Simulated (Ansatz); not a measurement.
## Is this Al4Ni3Pd structure stable?

The cell was found from a structure generator's guess, not taken from experiment.

These are results of DFT PBE, scalar-relativistic, plane waves, PAW (Ansatz), not measurements. Settings of the last relaxation (8-atom cell): 420 eV, 10×10×10 k points, Gaussian smearing of 0.10 eV, no spin polarisation.

```cif
data_structure
_symmetry_space_group_name_H-M 'Im-3m'
_symmetry_Int_Tables_number 229
_cell_length_a 5.8937
_cell_length_b 5.8937
_cell_length_c 5.8937
_cell_angle_alpha 90.000
_cell_angle_beta 90.000
_cell_angle_gamma 90.000
_cell_volume 204.72
loop_
_atom_site_label
_atom_site_type_symbol
_atom_site_symmetry_multiplicity
_atom_site_Wyckoff_symbol
_atom_site_fract_x
_atom_site_fract_y
_atom_site_fract_z
_atom_site_occupancy
Al1 Al 8 c 0.75000 0.25000 0.25000 1
Ni1 Ni 6 b 0.50000 0.00000 0.00000 1
Pd1 Pd 2 a 0.00000 0.00000 0.00000 1
```

The zero of energy is the elements' standard structures at the same level; no fitted shifts are applied.

Question: These tests were run: energy against the elements; random kick, then relaxation without symmetry; phonons on a 2×2×2 q mesh; elastic tensor. What do they show?

Answer:

| test | result |
| --- | --- |
| energy against the elements | −0.67 eV/atom |
| random kick, then relaxation without symmetry | returns |
| phonons on a 2×2×2 q mesh | no imaginary mode on the mesh |
| elastic tensor | least eigenvalue 56 GPa |

It fails none of these tests. Whether a mixture of other phases lies lower isn't tested here.

Trial moments died out on the coarse mesh, so the last step has no spin; another magnetic start might hold. The kick test ran on a coarse mesh. The run for the phonons used a 10×10×10 k mesh and Fermi–Dirac smearing of 0.15 eV. The run for the elastic tensor used a 10×10×10 k mesh and Fermi–Dirac smearing of 0.15 eV.
